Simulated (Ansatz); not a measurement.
PbTe (rock salt)

```xyz
2
Lattice="0.0000 3.2674 3.2674 3.2674 0.0000 3.2674 3.2674 3.2674 0.0000" Properties=species:S:1:pos:R:3 pbc="T T T"
Te     0.0000     0.0000     0.0000
Pb     3.2674     3.2674     3.2674
```

The slice is a {110} plane (indices of the conventional cell) through the point (0.000, 0.000, 0.000) (fractional), spanned by u = [100] and v = [1 -1 -1] in vectors of this cell: u (4.62 Å) and v (6.53 Å, at 90° to u). It covers one period; positions are fractions (u, v).

Computed with r2SCAN (plane waves to 500 eV, PAW, scalar-relativistic; Ansatz, a first-principles code). k mesh 9×9×9. Inside the PAW spheres the values are not all-electron values, and peaks at nuclei hang on which shells count as valence. PbTe was relaxed with its symmetry unable to fall. Spin-orbit coupling is left out, though Pb and Te are heavy.

Task: What is the ELF at the density minimum of the shortest Te–Pb line in this plane (3.27 Å)?

Result: 0.3.

Task: The ELF has a maximum in the middle third of the Te–Pb line. Where, and how high?

Result: 0.65, 1.3 Å from Te.

Task: What is the valence density on the shortest Te–Pb line in this plane (3.27 Å), at its minimum between the atoms?

Result: 0.19 e/Å³.

Task: Predict the map of the electrostatic potential energy of an electron, from the cell's mean on the slice.

Result: 
```
|xxxx0589999850xxx|
|xxxx0689999860xxx|
|xxx047999999740xx|
|00047899999987400|
|34578999999998754|
|55678999999998765|
|23467899999987643|
|00025789999875200|
|xxx026899998620xx|
|xxxx0478998740xxx|
|xxxx0368998630xxx|
|xxxx0268998620xxx|
|xxxx0368998630xxx|
|xxxx0478998740xxx|
|xxx026899998620xx|
|00025789999875200|
|23467899999987643|
|55678999999998765|
|34578999999998754|
|00047899999987400|
|xxx047999999740xx|
|xxxx0689999860xxx|
|xxxx0589999850xxx|
|xxxx0489999840xxx|
```
Scale: ten equal steps from -2.00 (start of '0') to 6.05 (end of '9'), in the order '0123456789'. Values: electrostatic potential energy of an electron, from the cell's mean, in eV. The map has 17 points along u (one character each, u = 0 at the left) and 24 along v (v = 0 in the bottom row). Points within 1 Å of a nucleus are blanked (x), as the pseudised field means little there. Values under -2 eV are set to -2. The zero, the cell's mean, hangs on the PAW cores.
